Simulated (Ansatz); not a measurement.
An Ansatz (a quantum-chemistry and plane-wave program) input:

Ansatz 0.2 input:
```yaml
crystal:
  lattice:
    - [5.1356079991, 0.0, 0.0]
    - [0.0, 9.1906479824, 0.0]
    - [0.0, 0.0, 5.4544804208]
  atoms:
    - { symbol: Ti, position: [0.1382309147, 0.3710297093, 0.4056622433] }
    - { symbol: Ti, position: [0.8617690853, 0.6289702907, 0.5943377567] }
    - { symbol: Ti, position: [0.3617690853, 0.6289702907, 0.9056622433] }
    - { symbol: Ti, position: [0.6382309147, 0.3710297093, 0.0943377567] }
    - { symbol: Ti, position: [0.6382309147, 0.1289702907, 0.5943377567] }
    - { symbol: Ti, position: [0.3617690853, 0.8710297093, 0.4056622433] }
    - { symbol: Ti, position: [0.8617690853, 0.8710297093, 0.0943377567] }
    - { symbol: Ti, position: [0.1382309147, 0.1289702907, 0.9056622433] }
    - { symbol: O, position: [0.4646327206, 0.2697526434, 0.3899089798] }
    - { symbol: O, position: [0.5353672794, 0.7302473566, 0.6100910202] }
    - { symbol: O, position: [0.0353672794, 0.7302473566, 0.8899089798] }
    - { symbol: O, position: [0.9646327206, 0.2697526434, 0.1100910202] }
    - { symbol: O, position: [0.9646327206, 0.2302473566, 0.6100910202] }
    - { symbol: O, position: [0.0353672794, 0.7697526434, 0.3899089798] }
    - { symbol: O, position: [0.5353672794, 0.7697526434, 0.1100910202] }
    - { symbol: O, position: [0.4646327206, 0.2302473566, 0.8899089798] }
    - { symbol: O, position: [0.8171985012, 0.0101854848, 0.8508912996] }
    - { symbol: O, position: [0.1828014988, 0.9898145152, 0.1491087004] }
    - { symbol: O, position: [0.6828014988, 0.9898145152, 0.3508912996] }
    - { symbol: O, position: [0.3171985012, 0.0101854848, 0.6491087004] }
    - { symbol: O, position: [0.3171985012, 0.4898145152, 0.1491087004] }
    - { symbol: O, position: [0.6828014988, 0.5101854848, 0.8508912996] }
    - { symbol: O, position: [0.1828014988, 0.5101854848, 0.6491087004] }
    - { symbol: O, position: [0.8171985012, 0.4898145152, 0.3508912996] }
kpoints:
  mp_grid: { grid: [5, 3, 5] }
hamiltonian:
  xc: r2scan
  pseudopotentials: { azcp: { folder: ./paw }, kind: paw }
scf:
  occupations: { method: fixed }
output:
  optics: { e_range: [0.0, 15.0], de: 0.05, sigma: 0.1, bands: { spectra_wanted_up_to: 12 eV } }
```

### Question
How many symmetry operations and irreducible k-points will the run report?

### Answer
8 operations, 18 of 75 k-points.

### Question
With a cutoff of 500 eV, how many plane waves at Γ?

### Answer
6533.

It took roughly 12 core-minutes on shared server cores.

Space group Pbca. The r²SCAN relaxation kept the symmetry of its start. The run is not spin-polarised.

Potentials: the earlier of the program's two PAW sets. The files were generated under PBE; for other functionals the program regenerates the frozen cores, and for LDA and PBEsol the local potential too.

Ansatz is a plane-wave DFT program.
